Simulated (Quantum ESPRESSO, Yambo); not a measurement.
RbLuO$_{2}$ (space group R-3m, No. 166). Cell and atoms were relaxed with PBEsol from Materials Project entry mp-7480, within its symmetry. Chain: norm-conserving PBEsol (Quantum ESPRESSO, 100 Ry, without SOC); G0W0 in Yambo (4×4×4 Γ-centred k mesh, bands 2 to 129 and a 8 Ry block in the screening, 129 bands in G with the Bruneval-Gonze terminator, plasmon pole fitted at 27.2 eV); BSE (6×6×6 mesh, 13 valence and 5 conduction bands, static screening with 46 bands and a 4 Ry block, scissor 0.72 eV, Tamm-Dancoff).

The PBEsol gap (dense path) is 3.22 eV and the PBEsol gap Γ → F on the GW mesh is 3.22 eV. The PBEsol smallest direct gap on the GW mesh, at Γ comes out as 3.45 eV. The G0W0 direct gap at that point is 4.16 eV. The G0W0 correction to the gap Γ → F is 0.74 eV and the lowest exciton is no binding energy given (see below). The RPA electronic dielectric constant along x comes out as 4.04 (6×6×6 mesh, PBEsol bands).

Rough cost of the Yambo steps against G0W0 for 8 states: BSE within a factor of two, one RPA spectrum about 1/70.

Nearest settings tried, and what they do to the gap: 86 bands in W, 86 bands in G: +80 meV. Not varied: block, mesh. So the settings aren't converged at that level. The BSE states are vertical excitations (zero momentum); the indirect quasiparticle gap, about 3.96 eV, is smaller than the direct one (4.16 eV on the GW mesh). Convergence of the RPA response with its 6×6×6 mesh was not tested. The lowest state covers only about 2 of the 216 k points, so the mesh doesn't resolve it: its energy and its distance from the direct gap are mesh artefacts. An extended exciton needs a far denser mesh. Axes are Cartesian, with cell vectors (Å) (1.69, 0.98, 6.43), (-1.69, 0.98, 6.43), (0.00, -1.95, 6.43).

The 4f states are in the valence at their DFT position.
